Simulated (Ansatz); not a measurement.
# Relaxing a structure of TiSi2

The start is a generated cell, TiSi2 built in the AFLOW prototype A2B_hP9_189_fg_bc (C22, as in Fe2P). Cell shape, volume and atoms are optimised at zero target pressure with PBE (plane waves to 420 eV, PAW, scalar-relativistic; Ansatz, an electronic-structure program). The first steps use a coarse 4×4×6 k-mesh.

Starting cell:
```
CELL_PARAMETERS angstrom
      6.36334     0.00000     0.00000
     -3.18167     5.51081     0.00000
      0.00000     0.00000     3.72142
ATOMIC_POSITIONS crystal
  Si 0.25600 0.00000 0.00000
  Si 0.00000 0.25600 0.00000
  Si 0.74400 0.74400 0.00000
  Si 0.58900 0.00000 0.50000
  Si 0.00000 0.58900 0.50000
  Si 0.41100 0.41100 0.50000
  Ti 0.00000 0.00000 0.50000
  Ti 0.33333 0.66667 0.00000
  Ti 0.66667 0.33333 0.00000
```

Question: What pressure does the first self-consistent step give?

Answer: +13 GPa (positive: the cell is compressed).

Question: What is the largest force in the starting geometry, and on which atom (counted from 1)?

Answer: About 0.5 eV/Å, on Si4, Si5, Si6 (atoms numbered as listed).

Question: How much energy is released per atom?

Answer: 0.14 eV/atom.

Question: How does the volume change?

Answer: +9.4 %, from 14.50 to 15.86 Å³/atom.

Question: How do the shortest distances between atoms change?

Answer: The closest pairs of elements (up to four, under 3.6 Å), start → end: Si–Ti 2.41 → 2.52 Å; Si–Si 2.82 → 2.89 Å; Ti–Ti 3.67 → 3.53 Å.

Question: Is the relaxed structure metallic? Give its gap.

Answer: No gap (metallic).

Question: Write out the relaxed structure.

Answer: 
Space group P-62m (No. 189); a = 6.834 Å, b = 6.834 Å, c = 3.529 Å, α = 90.00°, β = 90.00°, γ = 120.00°

```
atom  site  symmetry       x       y       z
----  ----  --------  ------  ------  ------
Si      3f       m2m  0.0000  0.2637  0.0000
Si      3g       m2m  0.3759  0.3759  0.5000
Ti      1b      -62m  0.0000  0.0000  0.5000
Ti      2c      -6..  0.3333  0.6667  0.0000
```

The space group stays P-62m (No. 189) (the run could not lower it); the end is AFLOW prototype A2B_hP9_189_fg_bc (C22, as in Fe2P), with 9 atoms in the primitive cell. Final values are on a 8×8×13 k-mesh of the relaxed cell. No spin polarisation in the result. A magnetic state may lie lower.

The run could not lose the symmetry of its start, so the end can be a saddle point.

The relaxed structure here is a generated cell of TiSi2: the first start was made by placing the elements on the sites of a structure type, and the end was not matched to a known phase here, so it may be hypothetical. Known forms of TiSi2 include space group No. 63, 70.
